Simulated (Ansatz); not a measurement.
Starting structure of a cell relaxation (symmetry kept):

```
Y Co B
1.0
    -1.75551    1.75551    4.63839
     1.75551   -1.75551    4.63839
     1.75551    1.75551   -4.63839
Y Co B
1 2 2
Direct
  0.00000 0.00000 0.00000
  0.75000 0.25000 0.50000
  0.25000 0.75000 0.50000
  0.35023 0.35023 0.00000
  0.64977 0.64977 0.00000
```

All numbers below come from DFT PBEsol, scalar-relativistic, plane waves, PAW in Ansatz 0.2.0.

Cutoff 420 eV; k points 14×14×14 on the computed 5-atom cell (Γ-centred); Gaussian smearing, width 0.10 eV; no spin polarisation.

What does it relax to?

The volume rises by 0.01 Å³/atom to 11.44 Å³/atom, and the energy changes by under 0.1 meV/atom. Final structure:
```cif
data_structure
_symmetry_space_group_name_H-M 'P 1'
_symmetry_Int_Tables_number 1
_cell_length_a 5.2633
_cell_length_b 5.2633
_cell_length_c 5.2633
_cell_angle_alpha 141.031
_cell_angle_beta 141.031
_cell_angle_gamma 56.292
_cell_volume 57.22
loop_
_atom_site_label
_atom_site_type_symbol
_atom_site_fract_x
_atom_site_fract_y
_atom_site_fract_z
_atom_site_occupancy
Y1 Y 0.00000 0.00000 0.00000 1
Co1 Co 0.75000 0.25000 0.50000 1
Co2 Co 0.25000 0.75000 0.50000 1
B1 B 0.34971 0.34971 0.00000 1
B2 B 0.65029 0.65029 0.00000 1
```

Course of the relaxation (steps run on the plane waves of an earlier cell, and the basis is chosen afresh near the end, so energy and pressure can step there; trial steps that raised the energy were taken back; energies are free energies):

| step | largest force component (eV/Å) | P (GPa) | V (Å³/atom) |
| --- | --- | --- | --- |
| 1 | 0.036 | -0.11 | 11.44 |
| 2 | 0.025 | -0.16 | 11.44 |
| 3 | 0.013 | 0.19 | 11.43 |
| 4 | 0.000 | 0.00 | 11.44 |
| 5 | 0.000 | 0.00 | 11.44 |

Cost: 1 run of about 1.1 core-minutes, on Intel Xeon 6975P-C (Granite Rapids) (shared hosts).